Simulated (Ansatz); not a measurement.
Ta2O5:
```
Ta2O5
1.0
    3.83858     0.00000     0.00000
    0.00000     3.85726     0.00000
   -1.91721     0.00000     6.51428
Ta O
2 5
Direct
  0.64583   0.00000   0.79157
  0.35417   0.00000   0.20843
  0.64975   0.50000   0.79895
  0.35025   0.50000   0.20105
  0.18518   0.00000   0.87020
  0.81482   0.00000   0.12980
  0.50000   0.00000   0.50000
```

Relaxed with r²SCAN. Independent-particle spectrum: no excitons, no local fields, no scissors shift; 0.1 eV broadening; ε₁ of the summed bands alone.

Question: Tabulate the dielectric function from r²SCAN (plane waves, PAW; program Ansatz).

Answer: 

```csv
E (eV),ε₁ xx,ε₂ xx,ε₁ yy,ε₂ yy,ε₁ zz,ε₂ zz
0.0,4.15,0.00,5.70,0.00,4.20,0.00
0.3,4.15,0.00,5.72,0.00,4.21,0.00
0.6,4.17,0.00,5.76,0.00,4.22,0.00
0.9,4.20,0.00,5.83,0.00,4.25,0.00
1.2,4.24,0.00,5.95,0.00,4.29,0.00
1.5,4.29,0.00,6.10,0.00,4.35,0.00
1.8,4.37,0.00,6.31,0.00,4.42,0.00
2.1,4.46,0.00,6.59,0.00,4.51,0.00
2.4,4.58,0.00,6.99,0.00,4.63,0.00
2.7,4.74,0.00,7.55,0.00,4.78,0.00
3.0,4.96,0.00,8.44,0.00,4.97,0.00
3.3,5.29,0.00,10.17,0.01,5.25,0.00
3.6,6.04,0.14,15.85,2.53,5.72,0.01
3.9,5.97,1.24,8.30,12.16,6.53,0.64
4.2,6.10,1.29,5.32,8.88,6.22,1.47
4.5,6.31,2.05,4.37,7.74,6.18,1.53
4.8,5.89,2.40,3.41,7.04,6.86,2.03
5.1,5.86,2.50,3.71,6.67,6.60,2.59
5.4,7.18,2.87,2.83,8.39,8.04,2.76
5.7,4.43,6.74,1.68,5.51,7.79,8.30
6.0,3.33,3.90,2.62,7.20,1.90,6.52
6.3,4.13,3.57,1.48,8.85,3.75,4.66
6.6,3.91,4.12,-2.52,7.86,2.24,7.03
6.9,6.07,4.05,-4.18,3.61,0.13,4.28
7.2,-0.05,9.05,-2.50,1.00,0.94,3.37
7.5,-0.65,3.62,-0.67,0.46,0.86,2.67
7.8,1.26,2.41,0.43,0.43,1.35,1.93
8.1,1.94,3.03,1.19,0.56,2.18,1.53
8.4,1.42,2.66,1.86,0.68,2.89,2.00
8.7,2.43,2.35,2.61,1.14,3.28,2.13
9.0,2.58,3.74,2.70,1.66,3.39,2.86
9.3,1.63,3.73,3.15,2.21,3.62,3.32
9.6,1.98,3.25,3.26,2.63,3.79,4.43
9.9,0.30,5.06,3.77,3.75,2.68,5.08
10.2,0.79,2.50,2.18,5.97,2.58,5.69
10.5,1.46,2.65,0.32,5.47,-0.48,5.83
10.8,1.57,3.51,-0.75,4.05,-0.57,3.79
11.1,0.62,4.15,-0.76,3.25,0.07,3.64
11.4,-0.40,3.25,-0.61,2.63,-0.27,3.47
11.7,-0.16,2.24,-0.39,2.27,-0.35,3.02
12.0,0.26,2.40,-0.39,2.16,-0.27,2.79
```

Question: From ε at 3.9 eV (xx: 5.97 + 1.24i), find n, k, the normal reflectivity and the absorption coefficient.

Answer: n = 2.46, k = 0.252, R = 18 %, α = 2kE/ħc = 100000 cm⁻¹.

With all bands, ε∞ without local fields is 4.34 (xx), 5.88 (yy), 4.39 (zz). DFPT, with local fields, gives 4.32 (xx), 5.92 (yy), 4.36 (zz).

Space group Cmmm. The first step of the workflow began from a Materials Project structure, measured or hypothetical; the Crystallography Open Database copy checked does not list it. COD files the formula under space group No. 49. Its standing as an ambient phase is unchecked. Symmetry was held in the r²SCAN relaxation; phonons show weakly imaginary modes. No spin polarisation was allowed. Spin–orbit coupling is left out wherever it is not named.

Potentials: the earlier of the program's two PAW sets.
